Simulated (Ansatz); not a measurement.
The calculation used DFT, PBEsol, plane waves (420 eV) with PAW, scalar-relativistic in Ansatz 0.2.0. (PAW data from PBE, frozen cores regenerated.)

An element in the omega (AlB2-type) structure gives this curve. The cell is scaled uniformly from the relaxed one, with fractional coordinates and shape fixed. Energies are extrapolated to zero smearing, pressures are those at the given smearing. Magnetic state: spin not included. Spin polarisation is off; a magnetic state may lie lower.

| V (Å³/atom) | E − E₀ (meV/atom) | P (GPa) |
| --- | --- | --- |
| 10.050 | 162.1 | 42.98 |
| 10.507 | 66.1 | 25.60 |
| 10.964 | 14.9 | 11.48 |
| 11.421 | 0.0 | 0.02 |
| 11.878 | 14.6 | -9.29 |
| 12.335 | 53.3 | -16.85 |
| 12.791 | 111.4 | -22.98 |

Problem. Which element is it?
A. chromium
B. vanadium
C. nickel
D. phosphorus

Solution. A. Its fit is V₀ = 11.41 Å³/atom, B₀ = 259 GPa, B₀′ = 4.2.
